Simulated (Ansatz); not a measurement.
According to plane-wave PAW PBEsol (Ansatz code), C in the monoclinic phase (C2/c; C on 8f, C on 8f) relaxes to a = 4.611 Å, b = 9.142 Å, c = 3.598 Å, β = 115.6°.

It is gapped at this level: 0.17 eV (indirect). HSE06 on the same cell gives 0.94 eV. Electrons at the band edge weigh 0.38, 0.42, 2.3 mₑ (principal values). The hole mass is 0.53, 1.2, 2.9 mₑ (principal values).

The phonon dispersion is unstable, down to 30i cm⁻¹. The highest mode at Γ lies at 1315 cm⁻¹.

The start of the workflow was typed in or built on a structure type; neither database checked (COD, Materials Project) lists it. It is not the phase usual at ambient conditions (space group No. 194, 227). Symmetry was held in the PBEsol relaxation. The volume moved by 100 % from the start of the relaxation.

Potentials: the later of the program's two PAW sets.
